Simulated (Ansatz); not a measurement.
Relaxed Te (trigonal-Te type, space group P3_121):

```xyz
3
Lattice="4.6241 0.0000 0.0000 -2.3121 4.0046 0.0000 0.0000 0.0000 5.9034" Properties=species:S:1:pos:R:3 pbc="T T T"
Te     1.1715     0.0000     1.9678
Te    -0.5858     1.0146     3.9356
Te     1.7263     2.9900     0.0000
```

Scan: atom 1 (Te, nearest neighbour Te at 2.827 Å; its periodic images, 4.6 Å or more away, move with it) is displaced along Cartesian [110], direction (0.707, 0.707, 0.000) in Cartesian axes, by s. The other atoms stay.

Calculation: r2SCAN (plane waves to 500 eV, PAW, scalar-relativistic; Ansatz, a program for electronic structure). k mesh 7×7×5 (Γ-centred), Fermi-Dirac smearing 0.05 eV. Energies are smeared free energies. Spin-orbit coupling is left out, though Te is heavy. Te was relaxed with its symmetry unable to fall. ΔE is measured from the undisplaced structure.

```json
[
 {"s (Å)": "-0.280", "ΔE (meV/cell)": "154.3"},
 {"s (Å)": "-0.224", "ΔE (meV/cell)": "96.1"},
 {"s (Å)": "-0.168", "ΔE (meV/cell)": "52.5"},
 {"s (Å)": "-0.112", "ΔE (meV/cell)": "22.6"},
 {"s (Å)": "-0.056", "ΔE (meV/cell)": "5.4"},
 {"s (Å)": "0.000", "ΔE (meV/cell)": "0.0"},
 {"s (Å)": "0.056", "ΔE (meV/cell)": "5.2"},
 {"s (Å)": "0.112", "ΔE (meV/cell)": "19.9"},
 {"s (Å)": "0.168", "ΔE (meV/cell)": "43.1"},
 {"s (Å)": "0.224", "ΔE (meV/cell)": "withheld"},
 {"s (Å)": "0.280", "ΔE (meV/cell)": "110.2"}
]
```

Q: Fit a polynomial form (powers 2, 3, 4) to the given rows and predict ΔE at s = 0.224.

A: Least squares on the 10 given rows: ΔE = (1697)·s² + (-1004)·s³ + (-125.8)·s⁴, in meV/cell with s in Å; root-mean-square residual 0.05 meV/cell. At 0.224 the fit gives 73.5 meV/cell; the calculation gives 73.6 meV/cell, so the interpolation is off by -0.1 (-0.1 %). The quadratic term alone would give 85.1 meV/cell.

(For displaced atoms, the force is minus the slope of the energy, and its curvature is a force constant, which sets phonon frequencies.)
